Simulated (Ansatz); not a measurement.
Generalised stacking fault of BaF2 (fluorite) on the {100} plane. The cell below holds the perfect crystal with the plane normal along z; tilting its third vector by the shift puts one fault into each cell, between planes 1.55 Å apart, at fixed cell height.

```yaml
crystal:
  lattice:
    - [4.38034, 0.00000, 0.00000]
    - [0.00000, 4.38034, 0.00000]
    - [2.19017, 2.19017, 9.29211]
  atoms:
    - { symbol: Ba, position: [0.00000, 0.00000, 0.91667] }
    - { symbol: Ba, position: [0.33333, 0.33333, 0.25000] }
    - { symbol: Ba, position: [0.66667, 0.66667, 0.58333] }
    - { symbol: F, position: [0.91667, 0.41667, 0.08333] }
    - { symbol: F, position: [0.25000, 0.75000, 0.41667] }
    - { symbol: F, position: [0.58333, 0.08333, 0.75000] }
    - { symbol: F, position: [0.41667, 0.91667, 0.08333] }
    - { symbol: F, position: [0.75000, 0.25000, 0.41667] }
    - { symbol: F, position: [0.08333, 0.58333, 0.75000] }
```

In-plane vectors a = (4.380, 0.000) Å, b = (0.000, 4.380) Å, area 19.19 Å². The shift is s times the vector a (length 4.380 Å), so s = 1 restores the start. Atoms relax along the normal only. γ = [E(shift) − E(0)] / area.

Method: r2SCAN (plane waves to 500 eV, PAW, scalar-relativistic; Ansatz, a quantum-chemistry and plane-wave program). k mesh 7×7×7 (Γ-centred), Fermi-Dirac smearing 0.05 eV. Energies are extrapolated to zero smearing. Some relaxations began with atoms very close together and may have settled on another branch. Faults lie only 9.3 Å apart, and holding the cell height raises γ above its relaxed value. BaF2 was relaxed with its symmetry unable to fall. The zero of γ is zero shift.

| s | γ (mJ/m²) |
|---|---|
| 0.000 | 0 |
| 0.083 | 113 |
| 0.167 | 340 |
| 0.250 | 582 |
| 0.333 | withheld |
| 0.417 | 954 |
| 0.500 | 1011 |
| 0.583 | 954 |
| 0.667 | withheld |
| 0.750 | 582 |
| 0.833 | 340 |
| 0.917 | 113 |

Problem. Fit a Fourier form (three harmonics of 1 − cos and sin) to the given rows and predict γ at s = 0.333.

Solution. Least squares on the 10 given rows: γ = (487.6)·[1 − cos(2πs)] + (37.4)·[1 − cos(4πs)] + (21.1)·[1 − cos(6πs)], in mJ/m²; root-mean-square residual 4.6 mJ/m². At 0.333 the fit gives 787 mJ/m²; the calculation gives 798 mJ/m², so the interpolation is off by -11 (-1.4 %). 

(The slope of γ gives the shear force per area between the displaced halves; near zero shift its curvature is an elastic stiffness.)
